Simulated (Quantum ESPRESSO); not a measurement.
# Mg4S3F: a curve over one atom's position

Simulated, not a measurement. The program is pw.x of Quantum ESPRESSO 7.5 (plane-wave density functional theory). The cell is made up: 8 atoms on a zincblende/diamond lattice, with randomly drawn elements, strain and displacements, not relaxed. PseudoDojo standard norm-conserving files (v0.5 for PBE, v0.4.1 for LDA and PBEsol) set the functional; there is no spin polarisation, spin-orbit coupling or dispersion term, and the masses in the input are unused placeholders. A spin-polarised start on this cell or one of its family kept no moment.

Seven runs move atom 8 (F, counted in the order of the input) along y and keep all else fixed.

Input of the run at +0.0101:

```
&control calculation='scf', pseudo_dir='./dojo.nc.sr.pbe.v0_5.standard.upf', outdir='./o', disk_io='low', tprnfor=.true., tstress=.true. /
&system ibrav=0, nat=8, ntyp=3, nbnd=43, ecutwfc=84.00895049, nosym=.true., tot_charge=0,
 occupations='smearing', smearing='fd', degauss=0.0073498644
/
&electrons conv_thr=7.350e-09, electron_maxstep=60, /
ATOMIC_SPECIES
F 1.0 F.upf
Mg 1.0 Mg.upf
S 1.0 S.upf
CELL_PARAMETERS angstrom
5.549 0.0244 -0.065
0.0244 5.5946 0.0528
-0.065 0.0528 5.6552
ATOMIC_POSITIONS angstrom
Mg -0.0524 -0.041 -0.0071
Mg 0.0518 2.7784 2.7676
Mg 2.7373 0.0457 2.8368
Mg 2.848 2.8275 -0.041
S 1.3483 1.472 1.3921
S 1.4576 4.2227 4.325
S 4.1537 1.5381 4.1902
F 4.2004 4.3019 1.3901
K_POINTS automatic
6 6 6 1 1 1
```

```
shift of atom 8 along y (Å)  free energy less that of the input shown (eV)  Fx on atom 8 (eV/Å)  Fy on atom 8 (eV/Å)  Fz on atom 8 (eV/Å)  pressure (GPa)  iterations
                    -0.1275                                        -0.0092                0.117               -0.108               -0.114            0.85           9
                    -0.1076                                        -0.0071                0.118               -0.097               -0.113            0.85           9
                    -0.0776                                        -0.0045                0.117               -0.078               -0.110            0.84           9
                    -0.0418                                        -0.0021                0.116               -0.055               -0.106            0.84           9
                    +0.0101                                         0.0000                0.112               -0.022               -0.098            0.84           9
                    +0.0241                                         0.0003                0.110               -0.014               -0.096            0.84           9
                    +0.0897                                        -0.0001                0.100                0.025               -0.084            0.86           9
```

A cubic fit gives dFy/dy = 0.63 eV/Å² at zero shift. Across the table the free energy follows the integral of the force to within 0.2 meV. A rerun of one of the cells at 1437 eV and a 8 x 8 x 8 mesh moved values by no more than 0.004 eV in energy, 0.02 GPa in stress and 0.005 eV/Å in force.